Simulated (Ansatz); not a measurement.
How much do the gradients of Y5Tl3 depend on the method?

Cell: a computed structure from the Materials Project (it need not be an observed phase), atoms as given.

```cif
data_Y5Tl3
_symmetry_space_group_name_H-M 'P6_3/mcm'
_symmetry_Int_Tables_number 193
_cell_length_a 8.9998
_cell_length_b 8.9998
_cell_length_c 6.6962
_cell_angle_alpha 90.000
_cell_angle_beta 90.000
_cell_angle_gamma 120.000
loop_
_atom_site_label
_atom_site_type_symbol
_atom_site_symmetry_multiplicity
_atom_site_Wyckoff_symbol
_atom_site_fract_x
_atom_site_fract_y
_atom_site_fract_z
Y1 Y 4 d 0.6667 0.3333 0.0000
Y5 Y 6 g 0.7616 0.7616 0.7500
Tl Tl 6 g 0.4015 0.4015 0.7500
```

One atom of each set is listed.

First run. The numbers come from a DFT calculation in Ansatz (PBE, plane waves and PAW, scalar-relativistic, 420 eV cutoff, Γ-centred 4×4×5 k-points, Fermi–Dirac smearing 0.05 eV).

```json
{"site": "Y1", "V_zz (10²¹ V/m²)": "-2.89", "η": "0.00"}
{"site": "Y5", "V_zz (10²¹ V/m²)": "-5.57", "η": "0.23"}
{"site": "Tl", "V_zz (10²¹ V/m²)": "34.1", "η": "0.16"}
```

Second run. The same atoms and settings, except that the functional is r2SCAN, the cutoff is 500 eV and the mesh is 5×5×5.

Task: Given the first result, estimate the second.

Result: 

| site | V_zz | η | change of V_zz |
| --- | --- | --- | --- |
| Y1 | -2.89 | 0.00 | 0.00 |
| Y5 | -5.76 | 0.25 | -0.19 |
| Tl | 39.0 | 0.12 | +4.93 |

The largest change of V_zz is on Tl, from 34.1 to 39.0. In per cent, |V_zz| changes by 0 to +3 on Y, +14 on Tl (all sites that start above 2).

Spin–orbit coupling is left out, which shifts gradients on Tl by a few per cent in wide-gap crystals, and can shift them far more where the calculated gap is small or absent, as here.
